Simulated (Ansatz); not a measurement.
Problem. Name crystals whose computed values (the program Ansatz at the HSE06 level (PAW)) fall in these windows: gap (eV) 0.77 to 0.96; B₀ by P(V) fit (GPa) 48 to 66.

Solution. 

```csv
crystal,gap (eV),B₀ by P(V) fit (GPa)
"PbS, rock salt",0.86,57.2
"PbSe, rock salt",0.78,50.8
```
Others may fit too.

All cells were relaxed under the symmetry of their starts (and spin orders); stability against distortions was not tested throughout. Scalar-relativistic: spin–orbit coupling is off unless named, which matters more the heavier the elements.

Potentials: the later of the program's two PAW sets.
